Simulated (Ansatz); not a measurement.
Ni (fcc, Cu type)

```xyz
4
Lattice="3.5188 0.0000 0.0000 0.0000 3.5188 0.0000 0.0000 0.0000 3.5188" Properties=species:S:1:pos:R:3 pbc="T T T"
Ni     0.0000     0.0000     0.0000
Ni     1.7594     1.7594     0.0000
Ni     1.7594     0.0000     1.7594
Ni     0.0000     1.7594     1.7594
```

Scan: atom 3 (Ni, nearest neighbour Ni at 2.488 Å; its periodic images, 3.5 Å or more away, move with it) is displaced along Cartesian z, direction (0.000, 0.000, 1.000) in Cartesian axes, by s. The other atoms stay.

Calculation: PBE (plane waves to 420 eV, PAW, scalar-relativistic; Ansatz, a first-principles code). k mesh 11×11×11 (Γ-centred), Fermi-Dirac smearing 0.05 eV. The energy includes the smearing's −TS. With partly filled bands, energies and forces of such displacements shift with the k mesh and the smearing. On this mesh the relaxed cell isn't quite at rest: it carries a pressure of 0.1 GPa (compression positive) at the zero of the scan. Ni was relaxed with its symmetry unable to fall. Relaxed Ni ends ferromagnetic. The PAW data are Ansatz's earlier set. The magnetic order is the one the run started from; other orders were not tried. ΔE is measured from the undisplaced structure. The last digit holds for this mesh only.

```csv
s (Å),ΔE (meV/cell)
-0.500,withheld
-0.400,773.9
-0.300,426.0
-0.200,186.2
-0.100,46.0
0.000,0.0
0.100,46.0
0.200,186.2
0.300,426.0
0.400,773.9
0.500,withheld
```

### Question
Fit an even polynomial form (powers 2, 4) to the given rows and predict ΔE at s = 0.500.

### Answer
Least squares on the 9 given rows: ΔE = (4597)·s² + (1497)·s⁴, in meV/cell with s in Å; root-mean-square residual 0.10 meV/cell. At 0.500 the fit gives 1242.8 meV/cell; the calculation gives 1240.5 meV/cell, so the extrapolation is off by 2.3 (+0.2 %). The quadratic term alone would give 1149.2 meV/cell.

(For displaced atoms, the force is minus the slope of the energy, and its curvature is a force constant, which sets phonon frequencies.)
